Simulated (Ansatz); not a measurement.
LiF (rock salt)

```yaml
crystal:
  lattice:
    - [0.00000, 1.99510, 1.99510]
    - [1.99510, 0.00000, 1.99510]
    - [1.99510, 1.99510, 0.00000]
  atoms:
    - { symbol: F, position: [0.00000, 0.00000, 0.00000] }
    - { symbol: Li, position: [0.50000, 0.50000, 0.50000] }
```

This relaxed cell (volume V₀) is scaled evenly in all directions, its shape held. Symmetry pins the atoms to their sites.

Computed with r2SCAN (plane waves to 500 eV, PAW, scalar-relativistic; Ansatz, a quantum-chemistry and plane-wave program). k mesh 14×14×14 (Γ-centred), Fermi-Dirac smearing 0.05 eV. Energies are smeared free energies. Stress and pressure are positive under compression. LiF was relaxed with its symmetry unable to fall. ΔE is measured from the relaxed starting cell.

| V (Å³/atom) | ΔE (meV/atom) |
|---|---|
| 7.147 | withheld |
| 7.346 | 12.4 |
| 7.544 | 5.2 |
| 7.743 | 1.2 |
| 7.941 | 0.0 |
| 8.140 | 1.1 |
| 8.338 | 4.4 |
| 8.537 | 9.5 |
| 8.735 | 16.2 |

Q: Fit a third-order Birch-Murnaghan form (E₀, V₀, B₀, B₀′ free) to the given rows and predict ΔE at V = 7.147.

A: Least squares on the 8 given rows: ΔE = E₀ + (9V₀B₀/16)·y²·[2 + (B₀′ − 4)y], y = (V₀/V)^(2/3) − 1, with V₀ = 7.940 Å³/atom, B₀ = 77.79 GPa (160.2 GPa = 1 eV/Å³; the term in eV is multiplied by 1000), B₀′ = 4.48, E₀ = -0.04 meV/atom; root-mean-square residual 0.02 meV/atom. At 7.147 the fit gives 23.3 meV/atom; the calculation gives 23.0 meV/atom, so the extrapolation is off by 0.3 (+1.3 %). For the pressure the fit gives 10.4 GPa against the computed 10.2 GPa.

(Under strain, the slope of the energy per volume gives the stress and its curvature an elastic modulus.)
